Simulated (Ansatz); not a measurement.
A 2-atom cell of InP started from a crystallographic database was put through Ansatz (plane waves). The geometry is the r2SCAN minimum.

The cell:
```
In P
1.0
     0.00000    2.95381    2.95381
     2.95381    0.00000    2.95381
     2.95381    2.95381    0.00000
In P
1 1
Direct
  0.00000 0.00000 0.00000
  0.25000 0.25000 0.25000
```

Main lines of the log:
```
Crystal: 2 atoms, lattice volume = 51.544 Å³
Basis set: ecut = 952.398519 eV, 3479 PW (Γ)
Bands: 13, of which v1, the nominal top of the filled ones, is band 9 counted from 1 (8 counted from 0)
Symmetry: 24 space group operations
Space group: F-43m (ITA 216)
k-points: 8 of 64 (time reversal used)
SCF converged after 7 iterations
Free energy (F): -1996.450531 eV
Fermi energy:    6.890739 eV
--- G₀W₀: contour deformation, 8 samples at zero and on the imaginary axis and 2 off it, 64 q-points, 193 empty bands' worth ---
    ik  band        ε_KS         Σx   Σc(E_QP)       V_xc       Z   E_QP_lin       E_QP  E_QP is
     0     8      6.8907   -16.7644     1.3679   -14.9382  0.7282     6.4192     6.4325  root
     0     9      6.8907   -16.7644     1.3679   -14.9382  0.7282     6.4192     6.4325  root
     0    10      7.4531   -10.0778    -3.9956   -14.1129  0.7492     7.4926     7.4925  root
     0    11     10.9578    -6.9781    -4.4656   -11.4888  0.7406    11.0031    11.0029  root
     1     8      6.3521   -16.3175     1.5256   -14.3126  0.7260     5.8573     5.8728  root
     1     9      6.3521   -16.3175     1.5256   -14.3126  0.7260     5.8573     5.8728  root
     1    10      8.5979    -8.8497    -4.1109   -12.9919  0.7479     8.6291     8.6291  root
     1    11     11.6427    -7.0037    -4.6722   -11.7242  0.7346    11.6911    11.6910  root
     2     8      5.9502   -16.1511     1.7026   -13.9513  0.7231     5.4353     5.4530  root
     2     9      5.9502   -16.1511     1.7026   -13.9513  0.7231     5.4353     5.4530  root
     2    10      8.3119    -8.7512    -4.0518   -12.8174  0.7516     8.3263     8.3263  root
     2    11     11.6717    -6.6069    -4.6351   -11.2504  0.7322    11.6801    11.6801  root
     3     8      5.5264   -15.7424     1.7980   -13.4350  0.7194     4.9972     5.0170  root
     3     9      5.5264   -15.7424     1.7980   -13.4350  0.7194     4.9972     5.0170  root
     3    10      9.3720    -6.9260    -4.1070   -10.9791  0.7536     9.3183     9.3181  root
     3    11      9.9423    -8.4573    -4.3292   -12.7903  0.7362     9.9461     9.9461  root
     6     8      4.6416   -15.4520     2.2021   -12.7162  0.7070     4.0831     4.1079  root
     6     9      4.6416   -15.4520     2.2021   -12.7162  0.7070     4.0831     4.1079  root
     6    10      8.6691    -6.3233    -3.8371    -9.9583  0.7613     8.4685     8.4670  root
     6    11      9.1390    -7.7252    -4.1062   -11.7972  0.7503     9.1049     9.1048  root
     7     8      4.0269   -15.1713     2.3759   -12.2448  0.6962     3.4493     3.4763  root
     7     9      4.0735   -14.5128     2.2405   -11.7400  0.6983     3.5168     3.5412  root
     7    10     11.1595    -9.0363    -4.9727   -14.1893  0.7123    11.3411    11.3398  root
     7    11     11.1637    -6.8544    -4.3602   -11.1001  0.7362    11.0498    11.0492  root
```

The points are ik 0 = (0, 0, 0) (Γ), ik 1 = (0, 0, 1/4), ik 2 = (0, 0, -1/2), ik 3 = (0, 1/4, 1/4), ik 6 = (0, -1/2, -1/2), ik 7 = (1/4, -1/2, -1/4); band 9 is the last filled one.

**Question.** Reconstruct the input.

**Answer.**
```yaml
crystal:
  # lattice and atoms as above
kpoints:
  mp_grid: { grid: [4, 4, 4] }
hamiltonian:
  xc: pbe
  pseudopotentials: { kind: nc }
scf:
  occupations: { method: fixed }
gw:
  n_empty_bands: 193
  ecut_chi: 140
  qp_bands: [v2, c2]
  qp_kpoints: band_edges
  screening: { model: contour_deformation }
```
There is no exchange loop, so no exact exchange. The quasiparticle table needs the gw block. Close relatives of this functional can't be ruled out from these lines alone. This is the file that was run; thresholds and some counts can't be read off the log exactly.

Run as `ansatz run input.yaml --threads 2 --pin off --max-ram 3686MiB --backend cpu --events-out ev --progress --plain --runs-dir out`. It took 49 s on 2 threads of Arm Neoverse V1, on a shared host, load about 0.7 per core; peak host memory 0.64 GiB.

Spin-unpolarised throughout; all numbers are computed.

Spin-orbit coupling is left out, which matters wherever the heavy atoms make up the band edges.

For so narrow a gap this mesh doesn't settle the screening, and the bands and cutoff are finite.
